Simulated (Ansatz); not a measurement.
PI2 in space group P-1 (No. 2; P on 2i, I on 2i, I on 2i), DFT-LDA in the program Ansatz with PAW potentials, all energies at zero smearing, with the estimated change up to a 700 eV cutoff added, with one set of potentials and settings (totals compare only within such a set). Cell of 6 atoms (2 P, 4 I): -30875.511 eV.

```csv
element,reference phase,E (eV/atom)
P,"Cmce, 4 atoms in the cell",-725.9596
I,"Cmce, 4 atoms in the cell",-7355.8618
```

Formation energy per atom, worked out: (-30875.511 − 2×(-725.9596) − 4×(-7355.8618))/6 = -0.024 eV/atom (-2 kJ per mol of atoms), at 0 K, without zero-point energy or fitted corrections.

The workflow started from an entry of the Crystallography Open Database (COD, 120 K). Its standing as an ambient phase is unchecked. The LDA relaxation kept the symmetry of its start; whether a distortion lowers the energy is not shown. A crystal of weakly bound molecules computed without a dispersion correction: the cell and the soft elastic constants depend strongly on that. The references are the lowest solids computed at this level, not always the standard phases. Scalar-relativistic: spin–orbit coupling is off unless named, which matters more the heavier the elements.

Potentials: the later of the program's two PAW sets.
